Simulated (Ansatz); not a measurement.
ScPd3C (anti-perovskite, Pm-3m) under volume change, DFT-PBE in the program Ansatz with PAW potentials, scaled uniformly.

```csv
V (Å³/atom),E − E(relaxed) (meV/atom),P (GPa)
13.501,74.7,19.64
13.946,31.2,11.92
14.391,7.3,5.44
14.836,0.0,-0.01
15.282,6.6,-4.58
15.727,24.8,-8.41
16.172,52.7,-11.61
```

Problem. What does a third-order Birch–Murnaghan fit give for V₀, B₀ and B′?

Solution. V₀ = 14.84 Å³/atom, B₀ = 166 GPa, B′ = 4.8.

The start of the workflow was typed in or built on a structure type; neither database checked (COD, Materials Project) lists it. Whether it is the stable phase at ambient conditions was not checked. The PBE relaxation kept the symmetry of its start; its stability against distortions is not shown here. The run is not spin-polarised.

Potentials: the later of the program's two PAW sets.
